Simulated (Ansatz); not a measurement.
Computed with DFT PBE, scalar-relativistic, plane waves, PAW (Ansatz 0.2.0). All cells share a 420 eV cutoff and Γ-centred k meshes spaced at most about 0.3 Å⁻¹ (about 0.25 or finer for metals, 2π included). No spin polarisation in the final relaxations.

Temperature and zero-point effects are left out.

Compare these two cells of Cu3O, each relaxed at this level.

A. Space group Pm-3m (No. 221), cubic, a = 3.544 Å. Cu is surrounded by 4 O at 2.51 Å and 8 Cu at 2.51 Å; O has 12 Cu at 2.51 Å.

B. Space group Im-3m (No. 229), cubic, a = 4.631 Å. Cu is surrounded by 2 O at 2.32 Å and 4 Cu at 2.32 Å; O is surrounded by 6 Cu at 2.32 Å.

Task: Which would you expect to be lower, and how large is the difference?

Result: A is lower, by 163 meV/atom. A has space group Pm-3m (No. 221), 11.1 Å³/atom and no gap on its mesh; B has space group Im-3m (No. 229), 12.4 Å³/atom and no gap. Counting Cu atoms around O (those within 1.25 times the shortest such distance or 1.15 times the sum of covalent radii; the shortest distance is added where it is long for a bond), A has O 12 from 2.5 Å and B has O 6. The denser one is the lower, and pressure would at first widen the difference. Even the lower one lies +0.26 eV/atom against the reference forms of the elements (uncorrected), so neither is stable at this level. Both come from invented guesses. A third cell relaxed alike, in Pm-3m, lies 59 meV/atom below the lower of the two.

In Pm-3m, Im-3m an odd number of electrons in the primitive cell allows no gap without spin; a larger cell or a magnetic state could open one. No Hubbard U is applied to the 3d shell of Cu. Cells relaxed within their symmetry can be saddle points.
